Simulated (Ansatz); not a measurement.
C (diamond)

```
CELL_PARAMETERS angstrom
      0.00000     1.78581     1.78581
      1.78581     0.00000     1.78581
      1.78581     1.78581     0.00000
ATOMIC_POSITIONS crystal
  C  0.50000 0.50000 0.50000
  C  0.75000 0.75000 0.75000
```

Equation-of-state scan: isotropic scaling of the cell above, V₀ being its volume. Symmetry pins the atoms to their sites.

Level of theory: PBE (plane waves to 420 eV, PAW, scalar-relativistic; Ansatz, a program for electronic structure). k mesh 16×16×16 (Γ-centred), Fermi-Dirac smearing 0.05 eV. Energies are smeared free energies. Stress and pressure are positive under compression. C was relaxed with its symmetry unable to fall. The PAW data are Ansatz's earlier set. ΔE is measured from the relaxed starting cell.

```json
[
 {"V (Å³/atom)": "5.353", "ΔE (meV/atom)": "30.5"},
 {"V (Å³/atom)": "5.422", "ΔE (meV/atom)": "19.1"},
 {"V (Å³/atom)": "5.490", "ΔE (meV/atom)": "10.6"},
 {"V (Å³/atom)": "5.558", "ΔE (meV/atom)": "4.6"},
 {"V (Å³/atom)": "5.627", "ΔE (meV/atom)": "1.1"},
 {"V (Å³/atom)": "5.695", "ΔE (meV/atom)": "0.0"},
 {"V (Å³/atom)": "5.763", "ΔE (meV/atom)": "1.1"},
 {"V (Å³/atom)": "5.832", "ΔE (meV/atom)": "withheld"},
 {"V (Å³/atom)": "5.900", "ΔE (meV/atom)": "9.4"},
 {"V (Å³/atom)": "5.969", "ΔE (meV/atom)": "16.5"},
 {"V (Å³/atom)": "6.037", "ΔE (meV/atom)": "25.2"}
]
```

Q: Fit a third-order Birch-Murnaghan form (E₀, V₀, B₀, B₀′ free) to the given rows and predict ΔE at V = 5.832.

A: Least squares on the 10 given rows: ΔE = E₀ + (9V₀B₀/16)·y²·[2 + (B₀′ − 4)y], y = (V₀/V)^(2/3) − 1, with V₀ = 5.695 Å³/atom, B₀ = 431.6 GPa (160.2 GPa = 1 eV/Å³; the term in eV is multiplied by 1000), B₀′ = 3.72, E₀ = 0.01 meV/atom; root-mean-square residual 0.03 meV/atom. At 5.832 the fit gives 4.3 meV/atom; the calculation gives 4.3 meV/atom, the same to the digits shown. For the pressure the fit gives -9.8 GPa against the computed -9.8 GPa.

(A scan under strain: stresses follow from slopes of the energy per volume, elastic moduli from its curvatures.)
